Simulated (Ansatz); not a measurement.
At a bond pad, solder joint or contact a metal film reacts with Al. The energy released drives the reaction, and the change of volume leaves voids or stress.

AuAl2 serves as the reference. A metal film 200 nm thick converts fully to the phase named, taking solid Al as needed.

Computed with Ansatz, a plane-wave PAW program. volume per atom: PBE, relaxed cell; metal volume, Al volume: PBE, the element in its room-temperature structure; ΔH_f: PBE, 0 K, against the elements in the same set-up, no fitted corrections.

Magnetic states: Ni3Al ferromagnetic, as set for this run; FeAl ferromagnetic, the lowest of the collinear orders tried. Magnetic at some levels of our runs and not at others: CoAl. Run without spin polarisation: CoAl, NiAl. Spin–orbit coupling is left out unless named. ΔH_f counts from the lowest computed solid of each element: Al (Fm-3m), Au (Fm-3m), Co (P6_3/mmc, ferromagnetic), Fe (Im-3m, ferromagnetic), Ni (Fm-3m, ferromagnetic), Pt (Fm-3m), Ru (P6_3/mmc).

| crystal | Al atoms per metal atom | V (Å³/atom) | V of the metal (Å³/atom) | V of Al (Å³/atom) | ΔH_f (eV/atom) |
|---|---|---|---|---|---|
| CoAl (CsCl type) | 1.000 | 11.60 | 10.86 | 16.49 | −0.591 |
| NiAl (CsCl type) | 1.000 | 12.11 | 10.89 | 16.49 | −0.651 |
| Ni3Al (Cu3Au type) | 0.333 | 11.34 | 10.89 | 16.49 | −0.431 |
| FeAl (CsCl type) | 1.000 | 11.87 | 11.35 | 16.49 | −0.315 |
| PtAl2 (Fm-3m) | 2.000 | 17.52 | 15.64 | 16.49 | −0.883 |
| AuAl2 (Fm-3m), reference | 2.000 | 18.55 | 17.96 | 16.49 | −0.434 |
| RuAl (CsCl type) | 1.000 | 13.55 | 13.77 | 16.49 | −0.636 |

Working rules: product = film × (1 + y) × V/V(metal); Al consumed = film × y × V(Al)/V(metal); volume change = (1 + y)V/(V(metal) + yV(Al)) − 1; energy per metal atom = ΔH_f × (1 + y).

### Question
Compute product thickness, Al consumed, volume change and energy per metal atom for FeAl, showing the steps.

### Answer

- product thickness: 200 × (1 + 1.000) × 11.87/11.35 = 418 nm
- Al consumed: 200 × 1.000 × 16.49/11.35 = 291 nm
- volume change: 100 × ((1 + 1.000) × 11.87/(11.35 + 1.000 × 16.49) − 1) = −14.7 %
- energy per metal atom: −0.315 × (1 + 1.000) = −0.63 eV

### Question
Put the candidates in order of volume change, least shrinkage first.

### Answer
The same steps for every row:

```csv
crystal,product thickness (nm),Al consumed (nm),volume change (%),energy per metal atom (eV)
CoAl (CsCl type),427,304,−15.2,−1.18
NiAl (CsCl type),445,303,−11.5,−1.30
Ni3Al (Cu3Au type),278,101,−7.7,−0.57
FeAl (CsCl type),418,291,−14.7,−0.63
PtAl2 (Fm-3m),672,422,8.1,−2.65
"AuAl2 (Fm-3m), reference",620,367,9.2,−1.30
RuAl (CsCl type),394,240,−10.4,−1.27
```

By volume change (least shrinkage first): AuAl2 (9.2 ± 4.6) ≈ PtAl2 (8.1 ± 4.6), Ni3Al (−7.7 ± 4.4) ≈ RuAl (−10.4 ± 3.9) ≈ NiAl (−11.5 ± 3.8) ≈ FeAl (−14.7 ± 3.7) ≈ CoAl (−15.2 ± 3.7). The ± follows from allowances picked for this note (volume per atom 4 %, metal volume 4 %, 0.3 % on the figure itself), carried to first order and added in quadrature; ≈ joins neighbours closer than their two ± added in quadrature.

### Question
How does volume change vary with ΔH_f across these crystals?

### Answer
The usual expectation is that volume change rises with ΔH_f (strong heteroatomic bonds are short, so the most exothermic compounds tend to shrink most). These rows show no such trend (rank correlation −0.18 over 7 rows); without FeAl it is 0.14.

With Al in excess the reaction goes on to the richest stable phase, which need not be among the rows; which phase grows first, and how fast, is kinetic. Phases over 50 meV/atom above the lowest one at hand were not drawn (by r²SCAN where it compared them, else by the largest value; a layered or molecular lowest phase counts only with a dispersion term); other phases could lie lower still. Rows were sampled with a lean to familiar crystals, related or not, whatever their agreement with measurement; tables with many equal figures were not kept. Limits of the draw: ΔH_f under −0.02 eV/atom; for ΔH_f, runs without a dispersion term, no Mn, and elements whose lowest cell is their usual one. As a rule kept out of such tables: 4f compounds, open-shell compounds run without a Hubbard term, cells found unstable in the tests at hand, cells close to a higher symmetry, and runs set to a pressure or over 12 % in volume from the crystal's fullest run.
